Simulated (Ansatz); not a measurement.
Mg (bcc (W type), Im-3m) under volume change, DFT-LDA in the program Ansatz with PAW potentials, scaled uniformly.

```json
[
 {"V (Å³/atom)": "19.651", "E − E(relaxed) (meV/atom)": "24.6", "P (GPa)": "4.39"},
 {"V (Å³/atom)": "20.299", "E − E(relaxed) (meV/atom)": "10.4", "P (GPa)": "2.70"},
 {"V (Å³/atom)": "20.947", "E − E(relaxed) (meV/atom)": "2.5", "P (GPa)": "1.25"},
 {"V (Å³/atom)": "21.595", "E − E(relaxed) (meV/atom)": "0.0", "P (GPa)": "0.00"},
 {"V (Å³/atom)": "22.243", "E − E(relaxed) (meV/atom)": "2.2", "P (GPa)": "-1.07"},
 {"V (Å³/atom)": "22.891", "E − E(relaxed) (meV/atom)": "8.4", "P (GPa)": "-1.98"},
 {"V (Å³/atom)": "23.538", "E − E(relaxed) (meV/atom)": "18.1", "P (GPa)": "-2.76"}
]
```

**Question.** What does a third-order Birch–Murnaghan fit give for V₀, B₀ and B′?

**Answer.** V₀ = 21.60 Å³/atom, B₀ = 38.3 GPa, B′ = 4.1.

The workflow started from a Materials Project entry (that database holds measured and hypothetical structures alike); the Crystallography Open Database copy checked does not list it. It is not the phase usual at ambient conditions (space group No. 194). The LDA relaxation kept the symmetry of its start. At this level the phase is mechanically unstable.

Potentials: the earlier of the program's two PAW sets. The files were generated under PBE; for other functionals the program regenerates the frozen cores, and for LDA and PBEsol the local potential too.
